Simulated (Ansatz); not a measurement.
Task: Each is relaxed and computed with DFT-r²SCAN in the program Ansatz with PAW potentials. Which is the only metal?
(A) MgInGaO4, R3m (Pearson symbol hR7)
(B) InSn2Sb, R3m (In on 3a, Sb on 3a, Sn on 3a, Sn on 3a)
(C) SiBCN, R3m (B on 3a, N on 3a, Si on 3a, C on 3a)
(D) AlZnInO4, R3m (Pearson symbol hR7)

Result: B, InSn2Sb, R3m (In on 3a, Sb on 3a, Sn on 3a, Sn on 3a). InSn2Sb: metal; MgInGaO4: gap 2.76 eV (indirect); AlZnInO4: gap 2.42 eV; SiBCN: gap 0.64 eV (indirect). Constructed cells (a structure type filled with these elements, in neither database checked): MgInGaO4, R3m (Pearson symbol hR7); AlZnInO4, R3m (Pearson symbol hR7). Typed or built starts, not in the databases checked: InSn2Sb, R3m (In on 3a, Sb on 3a, Sn on 3a, Sn on 3a); SiBCN, R3m (B on 3a, N on 3a, Si on 3a, C on 3a). All cells were relaxed under the symmetry of their starts (and spin orders); stability against distortions was not tested throughout. Scalar-relativistic: spin–orbit coupling is off unless named, which matters more the heavier the elements.

Potentials: the earlier of the program's two PAW sets. The files were generated under PBE; for other functionals the program regenerates the frozen cores, and for LDA and PBEsol the local potential too.
